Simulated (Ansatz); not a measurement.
input.yaml

```yaml
crystal:
  lattice:
    - [2.064962, -4.762566, 0.70055]
    - [4.232158, 5.825152, -0.208822]
    - [0.916044, -0.70135, 8.730544]
  atoms:
    - { symbol: Li, position: [0.6977815453, 0.7038929189, 0.6873139973] }
    - { symbol: Li, position: [0.7552655511, 0.9563882339, 0.9140204603] }
    - { symbol: Si, position: [0.1780889458, 0.062135736, 0.0572136126] }
    - { symbol: Si, position: [0.7920113641, 0.3374328578, 0.3628787982] }
    - { symbol: Sc, position: [0.2447770599, 0.4559755855, 0.9669610667] }
    - { symbol: Sc, position: [0.2135730621, 0.8486443107, 0.794155036] }
    - { symbol: Ti, position: [0.3952834783, 0.2916895925, 0.6319143583] }
    - { symbol: Ti, position: [0.8019766653, 0.0919743405, 0.5708510956] }
    - { symbol: Ti, position: [0.1258120064, 0.5318263327, 0.5539315781] }
    - { symbol: Ti, position: [0.7068699421, 0.3209444522, 0.8517999499] }
    - { symbol: Ti, position: [0.2989437036, 0.3133951028, 0.292704614] }
    - { symbol: Ga, position: [0.662338625, 0.1233470715, 0.1451843353] }
    - { symbol: Ga, position: [0.3360005641, 0.7079681566, 0.2336787206] }
    - { symbol: Ga, position: [0.8196700953, 0.6319790088, 0.0797008772] }
    - { symbol: Ga, position: [0.7227783335, 0.6782616148, 0.4027883426] }
    - { symbol: Ga, position: [0.2459833835, 0.9498995199, 0.4693312613] }
basis:
  ecutwfc: 420
kpoints:
  mp_grid: { grid: [7, 7, 4] }
hamiltonian:
  xc: pbe
scf:
  occupations: { method: gaussian, width: 0.1 }
  n_extra_bands: 8
output:
  forces: true
  stress: true
  eigenvalues: true
  populations: true
  dos:
    method: { smearing: { sigma: 0.1, scheme: gaussian } }
    projected: true
    de: 0.02
  write_density: true
  write_potential: true
  elf: true
  volumetric_format: npy
```

Command:
```bash
ansatz run input.yaml --threads 4 --pin off --max-ram 9216MiB --backend cpu --events-out ev --progress --plain --runs-dir out
```

Method: DFT PBE, scalar-relativistic, plane waves, PAW (Ansatz).

From the run's log, abridged (final results; tables in files aren't shown):

```
SCF 1 converged in 9 iterations: F = -37368.756365 eV  dr2 = 1.10e-8
SCF converged after 9 iterations
Free energy (F): -37368.756365 eV
Harris-Foulkes:  -37368.756365 eV  (|F-HF|=6.52e-9)
Internal energy: -37368.693381 eV  (E = F + TS)
E sigma→0 (E₀):  -37368.724873 eV
Entropy (-TS):   -0.062984 eV (-3.936 meV/atom)
Fermi energy:    10.412121 eV
--- Per-component energies (eV) ---
  E_band       = -1477.545363
  E_kinetic    = 2589.777530
  E_local      = -16685.629478  (includes V_loc(G=0)·N_el)
  E_nonlocal   = 2307.421433
  E_hartree    = 7375.134165
  E_xc         = -1177.808660
  E_vxc        = -1284.894989  (∫ρ·V_xc dr)
  E_paw        = -18149.980804  (= ΣΔE_a)
  E_vpaw       = -3154.487270  (= ΣTr[D̂ρ^β])
  E_aug_tail   = 0.000083  (compensation charges beyond the density's cutoff)
  E_ewald      = -13627.607652
  E_smearing   = -0.062984  (= −TS)
--- Forces (eV/Å), atoms counted from 1 ---
  atom   1  Li     0.00254410     0.00411173    -0.00471825
  atom   2  Li     0.00212429     0.00417688     0.01249409
  atom   3  Si    -0.00755952     0.00340688     0.01530567
  atom   4  Si     0.01383496    -0.01358120     0.00189491
  atom   5  Sc    -0.01105389     0.01255466     0.01074102
  atom   6  Sc    -0.00867567    -0.01614802     0.00141334
  atom   7  Ti    -0.00903728     0.01444004     0.00907950
  atom   8  Ti    -0.00114784    -0.00035776    -0.01396143
  atom   9  Ti     0.00949207     0.00575054     0.00027894
  atom  10  Ti     0.00552452    -0.00849025     0.00931946
  atom  11  Ti    -0.00486814    -0.01413686    -0.00657338
  atom  12  Ga    -0.01458662     0.00013862    -0.01073828
  atom  13  Ga     0.01167647     0.01217208    -0.01370893
  atom  14  Ga     0.01941626    -0.00747888    -0.00032230
  atom  15  Ga     0.00168821     0.00858768    -0.00609689
  atom  16  Ga    -0.00937996    -0.00513222    -0.00438127
--- Stress (GPa, compression-positive) ---
        0.119851      -0.047463       0.031782
       -0.047463       0.095481      -0.012152
        0.031782      -0.012151       0.000235
  P = ⅓ Tr σ = 0.0719 GPa (0.719 kbar)
--- Band table (eV; the first three rows and the last of 99) ---
  k-point 0: bands = ["-46.3545", "-46.3366", "-46.2821", "-46.2184", "-46.1990", "-38.9608", "-38.8055", "-35.1002", "-34.7654", "-22.7522", "-22.7142", "-22.7070", "-22.6920", "-22.6667", "-22.6581", "-22.6021", "-22.5441", "-22.5316", "-22.5144", "-22.4601", "-22.4279", "-22.3765", "-22.3483", "-22.3234", "-17.6676", "-17.6184", "-17.5687", "-17.5128", "-17.4872", "-17.3876", "-4.3920", "-4.3383", "-4.3334", "-4.3038", "-4.2975", "-4.2759", "-4.2708", "-4.2567", "-4.2453", "-4.2258", "-4.2157", "-4.2029", "-4.1596", "-4.1554", "-4.1186", "-4.0748", "-4.0660", "-4.0497", "-4.0353", "-4.0304", "-4.0224", "-4.0119", "-4.0023", "-3.9863", "-3.9740", "-0.0050", "2.0941", "3.2817", "3.7711", "4 ...
  k-point 1: bands = ["-46.3545", "-46.3366", "-46.2821", "-46.2185", "-46.1990", "-38.9608", "-38.8055", "-35.1002", "-34.7654", "-22.7522", "-22.7141", "-22.7077", "-22.6920", "-22.6672", "-22.6582", "-22.6027", "-22.5443", "-22.5284", "-22.5142", "-22.4606", "-22.4279", "-22.3770", "-22.3489", "-22.3234", "-17.6676", "-17.6184", "-17.5687", "-17.5128", "-17.4872", "-17.3876", "-4.3920", "-4.3383", "-4.3334", "-4.3039", "-4.2975", "-4.2759", "-4.2708", "-4.2567", "-4.2453", "-4.2258", "-4.2158", "-4.2030", "-4.1595", "-4.1553", "-4.1186", "-4.0745", "-4.0654", "-4.0501", "-4.0353", "-4.0309", "-4.0226", "-4.0117", "-4.0020", "-3.9864", "-3.9741", "0.0159", "2.0111", "3.2836", "3.7503", "4. ...
  k-point 2: bands = ["-46.3545", "-46.3367", "-46.2821", "-46.2185", "-46.1990", "-38.9608", "-38.8055", "-35.1002", "-34.7654", "-22.7522", "-22.7139", "-22.7085", "-22.6919", "-22.6677", "-22.6582", "-22.6033", "-22.5444", "-22.5253", "-22.5140", "-22.4611", "-22.4278", "-22.3775", "-22.3495", "-22.3234", "-17.6676", "-17.6184", "-17.5687", "-17.5128", "-17.4872", "-17.3876", "-4.3920", "-4.3383", "-4.3335", "-4.3039", "-4.2974", "-4.2759", "-4.2708", "-4.2568", "-4.2452", "-4.2258", "-4.2159", "-4.2031", "-4.1595", "-4.1552", "-4.1186", "-4.0741", "-4.0648", "-4.0505", "-4.0353", "-4.0315", "-4.0228", "-4.0116", "-4.0018", "-3.9864", "-3.9742", "0.0377", "1.9316", "3.2853", "3.7340", "4. ...
  k-point 98: bands = ["-46.3479", "-46.3369", "-46.2883", "-46.2201", "-46.1975", "-38.9609", "-38.8055", "-35.1003", "-34.7655", "-22.7738", "-22.7167", "-22.7087", "-22.6912", "-22.6653", "-22.6136", "-22.5867", "-22.5477", "-22.5273", "-22.5170", "-22.4589", "-22.4373", "-22.3833", "-22.3597", "-22.3316", "-17.6681", "-17.6166", "-17.5717", "-17.5144", "-17.4869", "-17.3882", "-4.3922", "-4.3426", "-4.3341", "-4.3193", "-4.3111", "-4.2945", "-4.2715", "-4.2544", "-4.2501", "-4.2302", "-4.2105", "-4.1865", "-4.1511", "-4.1413", "-4.1159", "-4.0714", "-4.0610", "-4.0505", "-4.0366", "-4.0256", "-4.0223", "-4.0105", "-4.0077", "-3.9849", "-3.9625", "0.8697", "2.1797", "2.6493", "3.2930", "4 ...
--- Löwdin populations: 16 sites ---
  site symbol q [e]
     0     Li      2.5833
     1     Li      2.5314
     2     Si      4.2867
     3     Si      4.1156
     4     Sc     10.4749
     5     Sc     10.6122
     6     Ti     11.6147
     7     Ti     11.5954
     8     Ti     11.5846
     9     Ti     11.6687
    10     Ti     11.4014
    11     Ga     13.4930
    12     Ga     13.2980
    13     Ga     13.6010
    14     Ga     13.4657
    15     Ga     13.6569
  spilling = 0.006315 (of n_electrons = 161.000000)
```

The calculation finished and met its thresholds.

The run took 69 s on 4 threads of Intel(R) Xeon(R) 6975P-C (Granite Rapids), on a shared host, peak memory 2 GiB.